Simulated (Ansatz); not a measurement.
TePb (rock salt, Fm-3m) under volume change, the program Ansatz at the r²SCAN level (PAW), scaled uniformly.

```
V (Å³/atom)  E − E(relaxed) (meV/atom)  P (GPa)
-----------  -------------------------  -------
31.739                            44.1     4.90
32.786                            18.5     2.99
33.832                             4.4     1.37
34.878                             0.0     0.00
35.925                             [?]      [?]
36.971                             [?]      [?]
38.017                            31.7    -3.00
```

Task: What belongs in the gaps?

Result: 
- 36.971, E − E(relaxed) (meV/atom): 14.8
- 36.971, P (GPa): -2.16
- 35.925, E − E(relaxed) (meV/atom): 3.9
- 35.925, P (GPa): -1.17

Task: What does a third-order Birch–Murnaghan fit give for V₀, B₀ and B′?

Result: V₀ = 34.88 Å³/atom, B₀ = 42.1 GPa, B′ = 4.5.

The cell was relaxed with r²SCAN under the symmetry of its start. The volume moved by -30 % from the start of the relaxation. Scalar-relativistic: spin–orbit coupling is off unless named, which matters more the heavier the elements.

Potentials: the later of the program's two PAW sets.
